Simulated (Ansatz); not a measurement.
## Calculated with Ansatz: CdCCl$_{3}$, settings compared

The input file (Ansatz 0.2.0, plane waves):

```yaml
crystal:
  lattice:
    - [2.578934, -5.874994, 0.0]
    - [2.578934, -2.37145, -5.375094]
    - [5.402334, 2.37145, 5.375094]
  atoms:
    - { symbol: Cd, position: [0.0, 0.0, 0.0] }
    - { symbol: Cd, position: [0.5, 0.0, 0.5] }
    - { symbol: C, position: [0.75, 0.5, 0.75] }
    - { symbol: C, position: [0.25, 0.5, 0.25] }
    - { symbol: Cl, position: [0.25, 0.5, 0.75] }
    - { symbol: Cl, position: [0.25, 0.0, 0.75] }
    - { symbol: Cl, position: [0.75, 0.0, 0.75] }
    - { symbol: Cl, position: [0.75, 0.5, 0.25] }
    - { symbol: Cl, position: [0.75, 0.0, 0.25] }
    - { symbol: Cl, position: [0.25, 0.0, 0.25] }
  symmetry: { tolerance: 0.0003 }
kpoints:
  mp_grid: { grid: [4, 4, 4], shift: [0, 0, 0] }
magnetization:
  spin_polarized: false
scf:
  occupations: { method: fermi_dirac }
hamiltonian:
  pseudopotentials: { kind: paw }
  xc: pbe
basis:
  ecutwfc: 420
output:
  forces: true
  stress: true
  eigenvalues: true
```

Run with:

```bash
ansatz run input.yaml --threads 1 --pin off --max-ram 2560MiB --backend cpu --events-out ev --progress --plain --runs-dir out
```

Origin of the cell: a known structure type with other elements, at an estimated volume, so it need not be a known compound.

The smearing width isn't typed, so it takes its default of 0.1 eV.

Output of this run (shortened):

```
Warning: crystal.lattice misses the space group found at crystal.symmetry.tolerance 3.0e-4 in a digit that the deck types, which is why this is a warning: making the lattice exact moves one o […]
Pseudopotentials: kind: paw
Pseudopotential: Cd, paw, valence charge 20, recommended cutoff 420 eV (normal), Cd.paw.azcp
Pseudopotential: C, paw, valence charge 4, recommended cutoff 420 eV (normal), C.paw.azcp
Pseudopotential: Cl, paw, valence charge 7, recommended cutoff 420 eV (normal), Cl.paw.azcp
Functional definition: PBE
  exchange = pbe_x(kappa = kappa, mu = beta*pi^2/3)
  correlation = pbe_c(beta = beta)
Crystal: 10 atoms, lattice volume = 252.038 Å³
Basis set: ecut = 420 eV, 4943 PW (Γ), exchange–correlation on 90×90×108 points (8 copies of the dense FFT grid, shifted against one another)
Bands: 55, of which v1, the nominal top of the filled ones, is band 45 counted from 1 (44 counted from 0)
Symmetry: 24 space group operations
[… 8 lines left out …]
Initial density: superposition of atomic densities (neutral atoms: chi_scale 0, normalization atom), corrected by the library's trained network
Functional: x = pbe(κ = 0.804, μ = 0.219515), c = pbe(β = 0.066725)
SCF iter   1: F=—  HF=-23476.843228 eV  Δρ=6.58e-3  dr2=2.01e-1  defer=3
SCF iter   2: F=—  HF=-23476.832887 eV  Δρ=6.44e-3  dr2=1.43e-1  defer=9
SCF iter   3: F=—  HF=-23476.823085 eV  Δρ=1.21e-3  dr2=8.46e-3  defer=9
SCF iter   4: F=—  HF=-23476.822770 eV  Δρ=5.99e-4  dr2=1.92e-3  defer=7
SCF iter   5: F=—  HF=-23476.822703 eV  Δρ=1.09e-4  dr2=2.85e-5  defer=7
SCF iter   6: F=—  HF=-23476.822925 eV  Δρ=7.85e-5  dr2=1.50e-5  defer=7
SCF iter   7: F=—  HF=-23476.822924 eV  Δρ=9.76e-6  dr2=2.52e-7  defer=7
SCF iter   8: F=-23476.822924 eV  HF=-23476.822924 eV  Δρ=3.23e-6  dr2=4.04e-8
SCF 1 converged in 8 iterations: F = -23476.822924 eV  dr2 = 4.04e-8
SCF converged after 8 iterations
Free energy (F): -23476.822924 eV
Harris-Foulkes:  -23476.822924 eV  (|F-HF|=1.22e-8)
Internal energy: -23476.388304 eV  (E = F + TS)
E sigma→0 (E₀):  -23476.605614 eV
Entropy (-TS):   -0.434621 eV (-43.462 meV/atom)
Fermi energy:    2.911778 eV
--- Per-component energies (eV) ---
  E_band       = -1316.502920
  E_kinetic    = 2112.332090
  E_local      = -11496.901041  (includes V_loc(G=0)·N_el)
  E_nonlocal   = 301.638100
  E_hartree    = 5055.521183
  E_xc         = -1075.537407
  E_vxc        = -1271.685363  (∫ρ·V_xc dr)
  E_paw        = -12318.573912  (= ΣΔE_a)
  E_vpaw       = -1072.934604  (= ΣTr[D̂ρ^β])
  E_aug_tail   = 0.000572  (compensation charges beyond the density's cutoff)
  E_ewald      = -6054.867890
  E_smearing   = -0.434621  (= −TS)
  Σ components = -23476.822924   (vs F -23476.822924, Δ=0.00e0)
--- Forces (eV/Å), atoms counted from 1 ---
  atom   1  Cd    -0.000000    -0.000000     0.000000
  atom   2  Cd    -0.000000     0.000000     0.000000
  atom   3  C      0.000000     0.000000    -0.000000
[… 2 lines left out …]
  atom   6  Cl     0.000000     0.000000     0.000000
  atom   7  Cl     0.000000     0.000000    -0.000000
  atom   8  Cl    -0.000000     0.000000    -0.000000
  atom   9  Cl     0.000000     0.000000    -0.000000
  atom  10  Cl     0.000000     0.000000    -0.000000
  max |Σ_I F_I| component: 0.0 eV/Å
--- Stress (GPa, compression-positive) ---
        1.536838      -0.386168      -0.251708
       -0.386168       2.247038      -0.110492
       -0.251708      -0.110492       2.344534
  P = ⅓ Tr σ = 2.0428 GPa (20.428 kbar)
```

The same input was run again with these changes:

1. `basis.xc_grid` default → 3
2. `scf.algorithm` default → direct_min
3. `basis.ecutwfc` 420 → "250 eV"; `crystal.symmetry` { tolerance: 0.0003 } → { detect: false }; `total_charge` default → 1
4. `magnetization` { spin_polarized: false } → { spin_polarized: true } (starts: ferro); `basis.xc_grid` default → 3; typed moments: Cd1 3, Cd2 3, C3 2, C4 1, Cl5 3, Cl6 1, Cl7 2, Cl8 2, Cl9 1, Cl10 2

```csv
run,end,SCF iterations,P (GPa),max force component (eV/Å),moment (μB),ΔE(σ→0) (meV/atom)
base,converged,8,2.04,0.000,–,0
1,converged,8,2.04,0.000,–,0.00
2,converged,5,2.04,0.000,–,0.00
3,converged,12,–,0.000,–,–
4,converged,21,2.21,0.000,2.43,-117.77
```

Energies are compared only where functional, datasets, charge and starting cell are the same.

Not properties of the system: run 3 (too coarse or loose: `basis.ecutwfc` = "250 eV").

Caveats of the base run: no spin, though holes on the anions or broken bonds may carry moments; the k mesh is coarse if the cell is a metal.

Run 3: charged cell with a uniform background, whose pressure depends on convention; no moments, though an odd count or open d shells may carry them; the cutoff lies below the datasets' advice.
Run 4: one start, so the magnetic state may not be the lowest.

Time of the base run: 11 s on 1 thread of Arm Neoverse V1, on a shared host, peak memory 0.51 GiB, from the program's own first density.
